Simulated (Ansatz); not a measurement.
# Kick test of a cell of TiAl5

The structure comes from a generated guess, relaxed at this level; another structure or a mixture of phases may lie lower.

All numbers below come from DFT PBE, scalar-relativistic, plane waves, PAW in Ansatz 0.2.0. Plane waves to 420 eV, a k mesh through Γ of 10×10×10 on the computed 6-atom cell and Gaussian smearing (0.10 eV); collinear spin from starting moments 0.8 0.0 0.0 0.0 0.0 0.0 μB.

The cell below (6 atoms, space group F-43m (No. 216)) is relaxed within its symmetry.

```yaml
crystal:
  lattice:
    - [0.00000, 3.67714, 3.67714]
    - [3.67714, 0.00000, 3.67714]
    - [3.67714, 3.67714, 0.00000]
  atoms:
    - { symbol: Ti, position: [0.00000, 0.00000, 0.00000] }
    - { symbol: Al, position: [0.75000, 0.75000, 0.75000] }
    - { symbol: Al, position: [0.87529, 0.37490, 0.37490] }
    - { symbol: Al, position: [0.37490, 0.37490, 0.37490] }
    - { symbol: Al, position: [0.37490, 0.87529, 0.37490] }
    - { symbol: Al, position: [0.37490, 0.37490, 0.87529] }
```

For the test a repeat of it with 12 atoms (edges 5.20, 5.20, 9.01 Å) was strained at random (σ = 1.5 % a component), the atoms were moved at random (σ = 0.05 Å), and all was relaxed again on a coarse 6×6×6 mesh (in the run’s order of axes) with 0.20 eV smearing, with no symmetry imposed.

Question: Is the structure stable against such a distortion?

Answer: It returns, within 1 meV/atom of the unmoved cell on that mesh and with the same symmetry when read at 0.1 Å (P1 at 0.01 Å, so small strains and shifts remain). No instability shows in this cell; modes of other wave vectors, which need another repeat, aren't tested. Another cell of TiAl5 relaxed alike but without spin, in I4/mmm, lies 14 meV/atom lower, so this cell isn't the stable form at this level.
